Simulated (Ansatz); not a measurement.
CuAu:
```cif
data_AuCu
_chemical_formula_sum 'Cu1 Au1'
_space_group_name_H-M_alt 'P4/mmm'
_space_group_IT_number 123
_space_group_name_Hall '-P 4 2'
_cell_length_a 2.87948
_cell_length_b 2.87948
_cell_length_c 3.50449
_cell_angle_alpha 90.000
_cell_angle_beta 90.000
_cell_angle_gamma 90.000
loop_
_atom_site_label
_atom_site_type_symbol
_atom_site_symmetry_multiplicity
_atom_site_Wyckoff_symbol
_atom_site_fract_x
_atom_site_fract_y
_atom_site_fract_z
_atom_site_occupancy
Cu1 Cu 1 d 0.50000 0.50000 0.50000 1
Au1 Au 1 a 0.00000 0.00000 0.00000 1
```

Relaxed at zero pressure with r²SCAN (plane waves, PAW; program Ansatz).

The volume is lowered by 3 % and shape and atoms relax at that volume. What pressure results, and how do the axes share the change?

5.3 GPa; a -0.9 %, b -0.9 %, c -1.3 %; the energy rises by 7 meV/atom.

Give the new structure.


Space group P4/mmm (No. 123); a = b = 2.854 Å, c = 3.459 Å, α = β = γ = 90.00°

```tsv
atom	site	symmetry	x	y	z
Cu	1d	4/mmm	0.5000	0.5000	0.5000
Au	1a	4/mmm	0.0000	0.0000	0.0000
```

The phase is kept; no other phase was compared at this pressure.

Its axis ratio c/a = 1.22 departs by over 6 % from that of the usual cell of this phase: another minimum, or an error of the functional. The cell was relaxed with r²SCAN under the symmetry of its start; whether a distortion lowers the energy is not shown. No spin polarisation was allowed. Axis ratios of metals converge slowly with the k-mesh, so a and c are less sure than the volume. Spin–orbit coupling is left out wherever it is not named.

Potentials: the earlier of the program's two PAW sets.
